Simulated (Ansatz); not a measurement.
# BePd

```
Be Pd
1.0
     2.81300    0.00000    0.00000
     0.00000    2.81300    0.00000
     0.00000    0.00000    2.81300
Be Pd
1 1
Cartesian
  0.0000 0.0000 0.0000
  1.4065 1.4065 1.4065
```

Atom numbers follow the list: Be1, Pd2.

The cell comes from COD entry 9008808, which wasn't checked; take it as a given geometry.

Spin polarisation is left out, and whether a magnetic state lies lower isn't shown here.

Levels of theory: DFT, LDA, all-electron LAPW, scalar-relativistic (Ansatz 0.2.0); DFT, LDA, PAW with Ansatz's default frozen-core files, scalar-relativistic (Ansatz 0.2.0).

For LAPW: a Γ-centred 12×12×12 k mesh, Fermi–Dirac smearing of 0.08 eV, basis error target 1 meV/atom, no spin polarisation. PAW takes a cutoff of 420 eV at this cell (files made with PBE, cores remade for this functional). The Ansatz runs share mesh, smearing and spin set-up. Values come from LAPW unless marked.

* Bader charges (from the PAW run): Be1 +1.40, Pd2 -1.40 e
* Pressure at this cell: -7.99 GPa
* Density of states at the Fermi level (0.2 eV bin): 0.73 states/eV per cell
* Volume per atom: 11.13 Å³

Problem. Give the computed value. Löwdin charges (with 1.00 e of the cell spilling out of the atomic basis, so their sizes and signs hang on that basis).

Solution. Be1 0.60, Pd2 0.40 e.

Problem. Predict this quantity. Band gap.

Solution. none: bands cross the Fermi level, a metal.
